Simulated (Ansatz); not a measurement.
# Relaxing a structure of Nb

The start is a generated trial cell of Nb in the AFLOW prototype A_oC4_63_c (A20). The cell and all atomic positions are relaxed at zero pressure with r2SCAN (plane waves to 500 eV, PAW, scalar-relativistic; Ansatz, a quantum-chemistry and plane-wave program). First-step values are on the input's coarse k-mesh.

Ansatz input (later rounds restart from its end on a renewed k-mesh):
Ansatz 0.2 input:
```yaml
crystal:
  lattice:
    - [1.3592717, -2.8046089, 0]
    - [1.3592717, 2.8046089, 0]
    - [0, 0, 4.7133906]
  atoms:
    - { symbol: Nb, position: [0.89772, 0.10228, 0.25] }
    - { symbol: Nb, position: [0.10228, 0.89772, 0.75] }
basis: { ecutwfc: 500, ecutrho_ratio: 4, xc_grid: 4, fft_grid_basis: typed }
kpoints: { mp_grid: { grid: [13, 13, 7] } }
hamiltonian:
  xc: r2scan
  dispersion: none
  pseudopotentials: { azcp: { folder: ./paw }, kind: paw }
scf: { occupations: { method: fermi_dirac, width: 0.05 } }
relax: { f_tol: 0.01, max_steps: 100, cell: { stress_tol: 0.02 } }
output: { forces: true, stress: true }
```

| Quantity | Result |
|---|---|
| Energy released | 0.11 eV/atom |
| Volume change | +2.9 %, from 17.97 to 18.48 Å³/atom |
| Optimiser moves | 15 |

Relaxed structure:

Space group Cmcm (No. 63); a = 2.6408 Å, b = 5.6015 Å, c = 4.9974 Å, α = β = γ = 90.00°

```csv
atom,site,symmetry,x,y,z
Nb,4c,m2m,0.0000,0.1338,0.7500
```
(The calculation used a cell of 2 atoms; values per cell refer to that cell.)

Final values are on a 19×19×9 k-mesh of the relaxed cell. No spin polarisation in the result.

The run could not lose the symmetry of its start, so the end can be a saddle point.

The relaxed structure here is a generated cell of Nb: the first start was made by placing the elements on the sites of a structure type, and the end was not matched to a known phase here, so it may be hypothetical. Known forms of Nb include space group No. 229.
